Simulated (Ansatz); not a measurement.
Consider the following.

CaTiO3:
```cif
data_Ca2O6Ti2
_chemical_formula_sum 'Ca2 Ti2 O6'
_space_group_name_H-M_alt 'P 1'
_space_group_IT_number 1
_cell_length_a 5.37626
_cell_length_b 5.37626
_cell_length_c 5.37626
_cell_angle_alpha 60.398
_cell_angle_beta 60.398
_cell_angle_gamma 60.398
loop_
_space_group_symop_operation_xyz
  'x, y, z'
loop_
_atom_site_label
_atom_site_type_symbol
_atom_site_fract_x
_atom_site_fract_y
_atom_site_fract_z
_atom_site_occupancy
Ca1 Ca 0.25000 0.25000 0.25000 1
Ca2 Ca 0.75000 0.75000 0.75000 1
Ti1 Ti 0.00000 0.00000 0.00000 1
Ti2 Ti 0.50000 0.50000 0.50000 1
O1 O 0.82089 0.67911 0.25000 1
O2 O 0.25000 0.82089 0.67911 1
O3 O 0.67911 0.25000 0.82089 1
O4 O 0.17911 0.32089 0.75000 1
O5 O 0.75000 0.17911 0.32089 1
O6 O 0.32089 0.75000 0.17911 1
```

This is the PBEsol-relaxed structure.

Task: All from plane-wave PAW PBEsol (Ansatz code), unless another level is named. Estimate the highest zone-centre frequency (without LO–TO term).

Result: 822 cm^-1.

Task: Give the bulk modulus (Birch–Murnaghan fit).

Result: 187 GPa.

Space group R-3c. The start of the workflow was typed in or built on a structure type; neither database checked (COD, Materials Project) lists it. COD files the formula under space group No. 11, 62, 65, 140, 221. Its standing as an ambient phase is unchecked. The cell was relaxed with PBEsol under the symmetry of its start. At this level the phase is dynamically unstable (imaginary phonons). The workflow began spin-polarised and lost its moments.

Potentials: the earlier of the program's two PAW sets. The files were generated under PBE; for other functionals the program regenerates the frozen cores, and for LDA and PBEsol the local potential too.
